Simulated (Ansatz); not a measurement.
LiInP₂Se₆:
Space group P-31c (No. 163); a = b = 6.3689 Å, c = 13.2541 Å, α = β = 90.00°, γ = 120.00°

```tsv
atom	site	symmetry	x	y	z
Li	2a	3.2	0.0000	0.0000	0.2500
In	2d	3.2	0.6667	0.3333	0.2500
P	4f	3..	0.3333	0.6667	0.1652
Se	12i	1	0.0065	0.3286	0.1190
```

Relaxed at zero pressure with plane-wave PAW PBE+D3(BJ) (Ansatz code).

Q: The volume is raised by 3 % and shape and atoms relax at that volume. What pressure results, and how do the axes share the change?

A: -0.6 GPa; a 0.5 %, b 0.5 %, c 2.0 %; the energy rises by 1 meV/atom.

Q: Give the new structure.

A: 
Space group P-31c (No. 163); a = b = 6.3996 Å, c = 13.5213 Å, α = β = 90.00°, γ = 120.00°

| atom | site | symmetry | x | y | z |
|---|---|---|---|---|---|
| Li | 2a | 3.2 | 0.0000 | 0.0000 | 0.2500 |
| In | 2d | 3.2 | 0.6667 | 0.3333 | 0.2500 |
| P | 4f | 3.. | 0.3333 | 0.6667 | 0.1668 |
| Se | 12i | 1 | 0.0068 | 0.3309 | 0.1212 |

The phase is kept; no other phase was compared at this pressure.

The start of the workflow was typed in or built on a structure type; neither database checked (COD, Materials Project) lists it. Its standing as an ambient phase is unchecked. Symmetry was held in the PBE+D3(BJ) relaxation; its stability against distortions is not shown here. The volume moved by -20 % from the start of the relaxation.

Potentials: the later of the program's two PAW sets.
